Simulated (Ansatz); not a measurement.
Data:

CuSe:
```cif
data_Cu12Se12
_chemical_formula_sum 'Cu12 Se12'
_space_group_name_H-M_alt 'Cmcm'
_space_group_IT_number 63
_space_group_name_Hall '-C 2c 2'
_cell_length_a 3.94076
_cell_length_b 6.97857
_cell_length_c 17.16363
_cell_angle_alpha 90.000
_cell_angle_beta 90.000
_cell_angle_gamma 90.000
loop_
_atom_site_label
_atom_site_type_symbol
_atom_site_symmetry_multiplicity
_atom_site_Wyckoff_symbol
_atom_site_fract_x
_atom_site_fract_y
_atom_site_fract_z
_atom_site_occupancy
Cu1 Cu 8 f 0.00000 0.65243 0.11091 1
Cu2 Cu 4 c 0.00000 0.41574 0.25000 1
Se1 Se 4 c 0.00000 0.74356 0.25000 1
Se2 Se 8 f 0.00000 0.01389 0.56988 1
```
(The calculation used a cell of 12 atoms; values per cell refer to that cell.)

This is the r²SCAN-relaxed structure.

Question: All from r²SCAN in the plane-wave PAW code Ansatz, unless another level is named. Predict the electronic character.

Answer: metallic (no gap).

Question: Give the formation energy from the elements (no fitted shifts).

Answer: -18 kJ/mol of atoms.

Question: Give the density of states at the Fermi level.

Answer: 0.31 states/eV per atom (mean over ±0.08 eV).

The first step of the workflow began from a Materials Project structure, measured or hypothetical; the Crystallography Open Database copy checked does not list it. COD files the formula under space group No. 194, so this cell is another polymorph or a model. Its standing as an ambient phase is unchecked. Symmetry was held in the r²SCAN relaxation; whether a distortion lowers the energy is not shown. No spin polarisation was allowed. The references are the lowest solids computed at this level, not always the standard phases. Spin–orbit coupling is left out wherever it is not named.

Potentials: the later of the program's two PAW sets.
